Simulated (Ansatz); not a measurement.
The start is a generated cell, CrI3 placed in the ReO3 structure type. The cell and all atomic positions are relaxed at zero pressure with PBE (plane waves to 420 eV, PAW, scalar-relativistic; Ansatz, an electronic-structure program). The first steps use a coarse 5×5×5 k-mesh.

Input geometry:
```
CrI3
1.0
    5.25457     0.00000     0.00000
    0.00000     5.25457     0.00000
    0.00000     0.00000     5.25457
Cr I
1 3
Direct
  0.00000   0.00000   0.00000
  0.50000   0.00000   0.00000
  0.00000   0.00000   0.50000
  0.00000   0.50000   0.00000
```
Spin-polarised start, with parallel moments on Cr.

Task: By how much does the energy per atom fall from start to end?

Result: 0.10 eV/atom.

Task: How does the volume change?

Result: +17.9 %, from 36.27 to 42.75 Å³/atom.

Task: How do the shortest distances between atoms change?

Result: The closest pairs of elements (up to four, under 3.6 Å), start → end: Cr–I 2.63 → 2.78 Å.

The space group stays Pm-3m (No. 221) (the run could not lower it); the end is ReO3 type, with 4 atoms in the primitive magnetic cell. Final values are on a 9×9×9 k-mesh of the relaxed cell. Spin state reached: ferromagnetic (net 0.84 μB/atom), from parallel starting moments; other spin orders were not run from this start.

The run could not lose the symmetry of its start, so the end can be a saddle point.

All atoms sit on sites fixed by symmetry, so only the cell could relax.

The relaxed structure here is a generated cell of CrI3: the first start was made by placing the elements on the sites of a structure type, and the end was not matched to a known phase here, so it may be hypothetical. Known forms of CrI3 include space group No. 148.
